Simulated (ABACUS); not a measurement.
Set-up for a self-consistent single point of Ag (Fm-3m, 1 atom in the cell; from Materials Project mp-124, changed as shown).

```yaml
crystal:
  lattice:
    - [0.00000, 2.06401, 2.06401]
    - [2.06401, 0.00000, 2.06401]
    - [2.06401, 2.06401, 0.00000]
  atoms:
    - { symbol: Ag, position: [0.00000, 0.00000, 0.00000] }
```

Level of theory: LDA (PW92), PseudoDojo 0.4 standard norm-conserving LDA (tails mended) pseudopotentials (plane waves; ABACUS).

ABACUS settings:

```
setting                                                               value
---------------  ----------------------------------------------------------
KPT                                                    Gamma 12 12 12 0 0 0
basis_type                                                               pw
dft_functional                                                        PWLDA
ecutwfc                                                               86 Ry
smearing_method                                                    gaussian
smearing_sigma                                                 0.0199916 Ry
potentials       PseudoDojo 0.4 standard norm-conserving LDA (tails mended)
symmetry                                                                  1
ks_solver                                                      dav_subspace
scf_nmax                                                                100
scf_thr                                                          1.0e-09 Ry
mixing_type                                                           pulay
mixing_beta                                                             0.4
```

Results:

```
Quantity                                                  Value
------------------------------------------------  -------------
Number of valence electrons                                  19
Number of bands                                              20
Number of k-points after the program's reduction             72
Number of plane waves (most at a k-point)                  1639
Number of SCF iterations                                     10
FFT grid                                           36 × 36 × 36
Free energy E − TS                                -4217.3589 eV
Fermi level (on the code's own zero)                   16.25 eV
Pressure                                              -9.90 GPa
```

Stress (GPa, positive for compression):
```
-9.90   0.00   0.00
 0.00  -9.90   0.00
 0.00   0.00  -9.90
```

For comparison: a first run was changed to give this one (volume scaled by 1.04), and from it to this one the free energy rises by 34.6 meV/atom and the pressure goes from -6.39 to -9.90 GPa.

The structure comes from a collection of computed structures, made at another level of theory; the collection holds predicted forms beside known ones. Its lattice was then scaled.

Cost on one core: about 30 core-seconds (a rough figure).

“Tails mended”: in these copies of the files the far tail of each local potential was reset to the Coulomb form.
